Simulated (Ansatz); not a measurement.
Na8MgNi2O8: field gradients at two levels of theory

Cell: a Materials Project structure (computed, not necessarily an observed phase), atoms as given.

```cif
data_structure
_symmetry_space_group_name_H-M 'P 1'
_symmetry_Int_Tables_number 1
_cell_length_a 5.7316
_cell_length_b 5.7897
_cell_length_c 8.8959
_cell_angle_alpha 88.751
_cell_angle_beta 72.674
_cell_angle_gamma 70.761
_cell_volume 265.11
loop_
_atom_site_label
_atom_site_type_symbol
_atom_site_fract_x
_atom_site_fract_y
_atom_site_fract_z
_atom_site_occupancy
Na1 Na 0.57196 0.93307 0.86439 1
Na2 Na 0.08491 0.43487 0.83453 1
Na3 Na 0.62480 0.42845 0.70045 1
Na4 Na 0.16518 0.91987 0.67042 1
Na5 Na 0.81247 0.91526 0.47092 1
Na6 Na 0.98313 0.57632 0.19459 1
Na7 Na 0.31557 0.98361 0.24961 1
Na8 Na 0.46921 0.41292 0.04713 1
Mg9 Mg 0.61719 0.30020 0.35104 1
Ni10 Ni 0.11423 0.43657 0.49773 1
Ni11 Ni 0.00268 0.01841 0.00845 1
O12 O 0.25982 0.71986 0.90542 1
O13 O 0.82882 0.17793 0.86652 1
O14 O 0.39253 0.20981 0.55414 1
O15 O 0.90406 0.67456 0.65631 1
O16 O 0.90812 0.30644 0.42432 1
O17 O 0.31568 0.57103 0.32203 1
O18 O 0.18883 0.20806 0.04324 1
O19 O 0.75413 0.99555 0.20506 1
```

Atoms are numbered from 1 in the order listed; like atoms form one site, named after its first atom.

First run. The numbers come from a DFT calculation in Ansatz (PBE, plane waves and PAW, scalar-relativistic, collinear spin, 420 eV cutoff, Γ-centred 4×4×3 k-points, Fermi–Dirac smearing 0.02 eV). Start moments as typed (μB): 0 0 0 0 0 0 0 0 0 -3 3 0 0 0 0 0 0 0 0 by atom. The program fits them to the shells of the files, so those used differ somewhat.

```json
{"site": "Na5", "atom": "5", "V_zz (10²¹ V/m²)": "-1.95", "η": "0.56", "m (μB)": "0.00"}
{"site": "Na6", "atom": "6", "V_zz (10²¹ V/m²)": "-2.27", "η": "0.63", "m (μB)": "0.00"}
{"site": "Na7", "atom": "7", "V_zz (10²¹ V/m²)": "1.20", "η": "0.82", "m (μB)": "0.00"}
{"site": "Mg", "atom": "9", "V_zz (10²¹ V/m²)": "1.93", "η": "0.71", "m (μB)": "0.00"}
{"site": "Ni10", "atom": "10", "V_zz (10²¹ V/m²)": "3.85", "η": "0.92", "m (μB)": "-1.68"}
{"site": "Ni11", "atom": "11", "V_zz (10²¹ V/m²)": "-1.60", "η": "0.52", "m (μB)": "1.70"}
{"site": "O12", "atom": "12", "V_zz (10²¹ V/m²)": "6.28", "η": "0.18", "m (μB)": "0.22"}
{"site": "O13", "atom": "13", "V_zz (10²¹ V/m²)": "6.87", "η": "0.14", "m (μB)": "0.24"}
{"site": "O14", "atom": "14", "V_zz (10²¹ V/m²)": "5.94", "η": "0.30", "m (μB)": "-0.21"}
{"site": "O15", "atom": "15", "V_zz (10²¹ V/m²)": "5.88", "η": "0.36", "m (μB)": "-0.29"}
{"site": "O16", "atom": "16", "V_zz (10²¹ V/m²)": "5.25", "η": "0.56", "m (μB)": "-0.21"}
{"site": "O17", "atom": "17", "V_zz (10²¹ V/m²)": "6.57", "η": "0.22", "m (μB)": "-0.19"}
{"site": "O18", "atom": "18", "V_zz (10²¹ V/m²)": "5.82", "η": "0.18", "m (μB)": "0.26"}
{"site": "O19", "atom": "19", "V_zz (10²¹ V/m²)": "5.38", "η": "0.29", "m (μB)": "0.16"}
```

Second run. The same atoms and settings, except that a Hubbard term is added (U = 5.0 eV on Ni d).

Q: Given the first result, estimate the second.

A: 

```csv
site,atom,V_zz,η,change of V_zz,m (μB)
Na5,5,-1.96,0.57,-0.01,0.00
Na6,6,-2.30,0.63,-0.03,0.00
Na7,7,1.22,0.82,+0.02,0.00
Mg,9,1.96,0.70,+0.03,0.00
Ni10,10,3.97,0.32,+0.12,-1.78
Ni11,11,-2.35,0.51,-0.75,1.81
O12,12,5.88,0.16,-0.40,0.21
O13,13,6.63,0.19,-0.24,0.22
O14,14,5.49,0.38,-0.45,-0.20
O15,15,6.48,0.27,+0.60,-0.28
O16,16,5.00,0.64,-0.25,-0.20
O17,17,5.77,0.25,-0.80,-0.17
O18,18,5.85,0.18,+0.03,0.25
O19,19,4.77,0.34,-0.61,0.14
```

The largest change of V_zz is on O17, from 6.57 to 5.77. The whole tensor moves most on Ni10, by 1.68 along its most changed direction. In per cent, |V_zz| changes by +1 to +2 on Na, +1 on Mg, +3 to +47 on Ni, -12 to +10 on O (all sites that start above 0.5). Where |V_zz| stays above 0.1, η moves most on Ni10, from 0.92 to 0.32. The table leaves out 5 of the 19 sites, with |V_zz| up to 3.07; their tensors move by 0.03 at most along any direction. The statements above cover all sites.

With these PAW files V_zz is typically within 2 to 3 % of all-electron values, but misses above 10 % occur on Ni. The magnetic order is the one that the run reached from its start moments, not necessarily the measured one.
For the first run: With a gap of 0.3 eV on this mesh, small gradients can still move by 0.1 × 10²¹ V/m² or more as the k-mesh gets denser.
